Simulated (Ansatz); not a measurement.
# Band structure of CuAu

```
CELL_PARAMETERS angstrom
2.80000 0.00000 0.00000
0.00000 2.80000 0.00000
0.00000 0.00000 3.67000
ATOMIC_POSITIONS crystal
Cu 0.50000 0.50000 0.50000
Au 0.00000 0.00000 0.00000
```

Atom numbers follow the list: Cu1, Au2.

The conventional cell has a = 2.800 Å, b = 2.800 Å, c = 3.670 Å, α = 90.00°, β = 90.00°, γ = 90.00°. Cu (atom 1) has 8 Au at 2.70 Å and 4 Cu at 2.80 Å as nearest neighbours. Au (atom 2) has 8 Cu at 2.70 Å and 4 Au at 2.80 Å as nearest neighbours.

The cell is COD entry 9004223, as deposited and not checked against the literature; nothing was relaxed.

Spin–orbit coupling is left out, though it moves levels of the heavy atoms by tenths of an eV or more.

Method: DFT, PBEsol, all-electron LAPW, scalar-relativistic in Ansatz 0.2.0.

The runs use a Γ-centred 13×13×10 k mesh, Fermi–Dirac smearing of 0.05 eV, basis error target 0.25 meV/atom, no spin polarisation.

Points in fractions of the reciprocal vectors of this cell: Γ (0, 0, 0), X (0, 0.5, 0), M (0.5, 0.5, 0), Z (0, 0, 0.5), R (0, 0.5, 0.5), A (0.5, 0.5, 0.5). The path joins them by straight lines in the order Γ–X–M–Γ–Z–R–A–Z–X; legs that retrace an earlier one aren't tabulated. Energies are in eV from the Fermi level.

Task: List the levels at X between -8 and 6 eV.

Result: -6.86, -5.63, -5.44, -4.65, -4.15, -3.31, -3.08, -3.00, -2.42, -2.21, -0.87, -0.15.

Task: List the levels at Γ between -8 and 6 eV.

Result: -6.74, -6.58, -4.12 (×2), -3.02, -2.86, -2.14, -1.68, -1.46 (×2), 1.99.

Task: List the levels at M between -8 and 6 eV.

Result: -7.27, -5.93 (×2), -5.72, -1.72, -1.68, -1.65, -1.63, -1.36 (×2), 0.54 (×2), 5.19.

Task: What is the band gap?

Result: none: bands cross the Fermi level, a metal.
